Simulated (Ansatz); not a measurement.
A sound run on ZrSc (P-6m2), total moment held at 1.6 μB (Ansatz, DFT, r2SCAN, PAW with Ansatz's default frozen-core files, scalar-relativistic):

```yaml
crystal:
  lattice:
    - [3.2828456728, 0.0, 0.0]
    - [-1.6414228364, 2.8430277493, 0.0]
    - [0.0, 0.0, 5.15500536]
  atoms:
    - { symbol: Zr, position: [0.6666666667, 0.3333333333, 0.0], spin: 0.8 }
    - { symbol: Sc, position: [0.0, 0.0, 0.5], spin: 0.8 }
magnetization:
  spin_polarized: true
  initial_magnetization: 1.6
  spin_locking: { lock_magnetization: hard }
kpoints:
  mp_grid: { grid: [10, 10, 6] }
scf:
  occupations: { method: fermi_dirac, width: 0.05 }
  lower_state_search: "off"
hamiltonian:
  xc: r2scan
  pseudopotentials: { kind: paw }
output:
  forces: true
  stress: true
  eigenvalues: true
  write_density: true
  write_potential: true
  elf: true
  volumetric_format: npy
```

It converged in 14 iterations. Site moments (μB): Zr1 0.63, Sc2 0.40. Cell moment 1.60 μB. Pressure 0.51 GPa.

The input is then changed, output keys apart:

```diff
+  max_iter: 60
+basis:
+  ecutrho_ratio: 2
```

What happens?

The run converged. Free energy -6335.4106 eV against -6335.4113 eV, cell moment 1.60 μB, pressure 0.50 GPa. The change did no harm here: the energy is that of the sound run to 1 meV per atom.
```
Warning: basis.ecutrho_ratio = 2 (ecutrho = 1000 eV) is below the records' recommended 2000 eV
Warning: This run holds its total moment fixed (magnetization.spin_locking.lock_magnetization: hard) and mixes its density by anderson or broyden (scf.mixing.algorithm, typed or taken by auto). Slabs with a fixed moment have converged under broyden above another state at the same moment, at the default mixing steps and at smaller ones, and under scf.lower_state_search: standard, light or off a sta …
Warning: output.stress: scf.convergence.dr2_threshold = 1e-7 eV (the SCF's general default) is looser than the 2e-10 eV advised for a printed stress (1e-10 eV for each atom of the cell: 2). What an SCF threshold leaves in a stress goes as its square root, and in the free energy as the threshold itself, and one threshold admits the most on a small cell: of the crystals measured, under no hybrid fun …
settings of this run that can trade accuracy for cost: basis.ecutrho_ratio < 4. Do not mix this run's numbers with those of runs without the same settings; the input reference describes each key
Engine: ansatz 0.2.0
Pseudopotentials: kind: paw
Pseudopotential: Zr, paw, valence charge 12, recommended cutoff 500 eV (meta_gga), Zr.paw.azcp
Pseudopotential: Sc, paw, valence charge 11, recommended cutoff 500 eV (meta_gga), Sc.paw.azcp
Functional definition: r2SCAN
  parameter k0 = 0.174
  parameter k1 = 0.065
  parameter a1 = 4.9479
  exchange = r2scan_x(k0 = k0, k1 = k1, a1 = a1)
  correlation = r2scan_c
Crystal: 2 atoms, lattice volume = 48.113 Å³
[...]
--- Forces (eV/Å), atoms counted from 1 ---
  atom   1  Zr    -0.00000000    -0.00000000     0.00000000
  atom   2  Sc     0.00000000     0.00000000    -0.00000000
  max |Σ_I F_I| component: 4.63e-17 eV/Å
--- Stress (GPa, compression-positive) ---
       -0.675968       0.000000      -0.000000
        0.000000      -0.675968      -0.000000
       -0.000000      -0.000000       2.846527
  P = ⅓ Tr σ = 0.4982 GPa (4.982 kbar)
--- Band table (eV; the first three rows and the last of 112) ---
  k-point 0 ↑: bands = ["-40.1507", "-39.0554", "-17.8764", "-17.6475", "-17.6475", "-16.4228", "-16.0670", "-16.0670", "5.4021", "8.6024", "11.9440", "12.5554", "12.5554", "12.9996", "13.3795", "13.3795", "13.7945"]
  k-point 1 ↑: bands = ["-40.1500", "-39.0563", "-17.8564", "-17.6471", "-17.6471", "-16.4476", "-16.0675", "-16.0675", "5.6207", "8.4927", "11.6542", "12.4696", "12.4696", "12.8487", "13.2230", "13.2230", "14.0749"]
  k-point 2 ↑: bands = ["-40.1487", "-39.0579", "-17.8143", "-17.6464", "-17.6464", "-16.4994", "-16.0684", "-16.0684", "6.2316", "8.0217", "11.2853", "12.3714", "12.3714", "12.4957", "12.9527", "12.9527", "14.6388"]
  k-point 55 ↓: bands = ["-39.7879", "-38.5759", "-17.5545", "-17.4926", "-17.4713", "-16.0725", "-15.9641", "-15.8991", "10.2783", "10.8927", "11.2354", "11.6117", "12.0308", "12.3774", "14.1954", "14.2140", "15.8306"]
settings of this run that can trade accuracy for cost: basis.ecutrho_ratio < 4. Do not mix this run's numbers with those of runs without the same settings; the input reference describes each key
```
